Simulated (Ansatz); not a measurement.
# TiOs: all-electron results

```
CELL_PARAMETERS angstrom
3.08000 0.00000 0.00000
0.00000 3.08000 0.00000
0.00000 0.00000 3.08000
ATOMIC_POSITIONS crystal
Ti 0.50000 0.50000 0.50000
Os 0.00000 0.00000 0.00000
```

Atom numbers follow the list: Ti1, Os2.

The cell comes from COD entry 1537945, which wasn't checked; take it as a given geometry.

No spin–orbit coupling, which matters for the heavy atoms here.

All numbers are computed: DFT, PBEsol, all-electron LAPW, scalar-relativistic (Ansatz 0.2.0); DFT, PBEsol, PAW with Ansatz's default frozen-core files, scalar-relativistic (Ansatz 0.2.0).

For LAPW: a Γ-centred 13×13×13 k mesh, Fermi–Dirac smearing of 0.03 eV, basis error target 0.5 meV/atom, no spin polarisation. PAW takes a cutoff of 420 eV at this cell (files made with PBE, cores remade for this functional). The Ansatz runs share mesh, smearing and spin set-up. Values come from LAPW unless marked.

| Property | Result |
| --- | --- |
| Pressure at this cell | -4.60 GPa |
| Band gap | none: bands cross the Fermi level, a metal |
| Density of states at the Fermi level (0.2 eV bin) | 0.38 states/eV per cell |
| Löwdin charges (with 0.28 e of the cell spilling out of the atomic basis, so their sizes and signs hang on that basis) | Ti1 0.26, Os2 0.03 e |
| Bader charges (from the PAW run) | Ti1 +1.38, Os2 -1.38 e |
| Volume per atom | 14.61 Å³ |
